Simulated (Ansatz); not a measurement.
According to r²SCAN (plane waves, PAW; program Ansatz), HfSiO₄ in the tetragonal phase (I4_1/amd; O on 16h, Si on 4b, Hf on 4a) relaxes to a = 6.582 Å, c = 5.971 Å. Si has 4 nearest neighbours from 1.62 Å (tetrahedral). Its formation energy from the elements is -3.42 eV/atom, with no fitted shifts.

The Kohn–Sham gap is 6.00 eV (indirect). The screened hybrid HSE06 puts the gap at 7.24 eV. Gap from r²SCAN with spin–orbit coupling: 5.99 eV. The electron mass is 1.3, 7.9, 25 mₑ (principal values). The hole mass is 1.6 along x (mₑ).

An equation-of-state fit gives a bulk modulus of 232 GPa. Bader charges are O -1.53, Si +3.32, Hf +2.81 e.

Symmetry was held in the r²SCAN relaxation. No spin polarisation was allowed. The references are the lowest solids computed at this level, not always the standard phases (solids in place of the gases). Spin–orbit coupling is left out wherever it is not named.

Potentials: the later of the program's two PAW sets.
